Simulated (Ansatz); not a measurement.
CuPt:
```yaml
crystal:
  lattice:
    - [1.34174, 0.77466, 4.19073]
    - [-1.34174, 0.77466, 4.19073]
    - [0.00000, -1.54931, 4.19073]
  atoms:
    - { symbol: Cu, position: [0.00000, 0.00000, 0.00000] }
    - { symbol: Pt, position: [0.50000, 0.50000, 0.50000] }
```

Relaxed with LDA.

Which orbitals make up the states near the Fermi level in plane-wave PAW LDA (Ansatz code)?

Within 0.5 eV of the Fermi level: Pt 5d 62 %, Cu 3d 22 %, Cu 4s 7 %. Projections are on Löwdin-orthogonalised atomic valence shells; empty p or d shells of many metals are not among them.

Tabulate the density of states.

States/eV per cell of 2 atoms, in 0.25 eV bins, energy from the Fermi level.

```
E (eV)  total  Cu 3d  Pt 5d  Cu 4s
------  -----  -----  -----  -----
-7.85    0.27   0.01   0.03   0.08
-7.60    0.30   0.01   0.04   0.08
-7.35    0.37   0.02   0.08   0.09
-7.10    0.95   0.06   0.50   0.12
-6.85    1.26   0.07   0.79   0.11
-6.60    1.08   0.07   0.61   0.19
-6.35    1.36   0.14   0.81   0.27
-6.10    2.22   0.25   1.43   0.41
-5.85    2.06   0.25   1.46   0.24
-5.60    2.13   0.24   1.63   0.16
-5.35    1.72   0.21   1.38   0.07
-5.10    1.56   0.34   1.07   0.05
-4.85    2.83   0.93   1.57   0.07
-4.60    2.51   0.82   1.45   0.05
-4.35    2.76   0.80   1.78   0.03
-4.10    3.00   0.85   1.94   0.04
-3.85    2.26   0.75   1.35   0.04
-3.60    2.52   1.02   1.32   0.04
-3.35    3.70   2.15   1.33   0.07
-3.10    4.82   3.20   1.35   0.11
-2.85    4.86   3.51   1.06   0.12
-2.60    5.01   3.86   0.94   0.08
-2.35    4.11   3.09   0.83   0.06
-2.10    4.65   3.49   1.00   0.04
-1.85    4.84   3.27   1.41   0.04
-1.60    3.78   2.58   1.07   0.03
-1.35    4.02   2.59   1.29   0.04
-1.10    3.17   1.48   1.54   0.04
-0.85    3.35   1.41   1.75   0.07
-0.60    2.64   0.93   1.57   0.05
-0.35    1.77   0.52   1.10   0.06
-0.10    0.83   0.15   0.53   0.07
0.15     0.75   0.10   0.47   0.09
0.40     0.77   0.08   0.47   0.11
0.65     0.72   0.07   0.38   0.12
0.90     0.69   0.07   0.30   0.14
1.15     0.66   0.06   0.26   0.15
1.40     0.63   0.05   0.22   0.15
1.65     0.61   0.05   0.19   0.14
1.90     0.59   0.04   0.16   0.14
2.15     0.56   0.03   0.13   0.13
2.40     0.53   0.03   0.11   0.12
2.65     0.51   0.03   0.09   0.11
2.90     0.49   0.02   0.07   0.09
3.15     0.47   0.02   0.06   0.08
3.40     0.48   0.02   0.06   0.07
3.65     0.51   0.01   0.07   0.06
3.90     0.42   0.01   0.05   0.06
4.15     0.42   0.01   0.04   0.07
4.40     0.43   0.01   0.03   0.06
4.65     0.42   0.01   0.03   0.06
```

Space group R-3m. The workflow started from a Materials Project entry (that database holds measured and hypothetical structures alike); the Crystallography Open Database copy checked does not list it. With Cu and Pt taken as one species the cell has the higher symmetry Fm-3m, so it may be an ordered model of a mixed-site phase. Whether it is the stable phase at ambient conditions was not checked. The LDA relaxation kept the symmetry of its start; of distortions, only those at the zone centre were tested. The run is not spin-polarised. Scalar-relativistic: spin–orbit coupling is off unless named, which matters more the heavier the elements.

Potentials: the later of the program's two PAW sets.
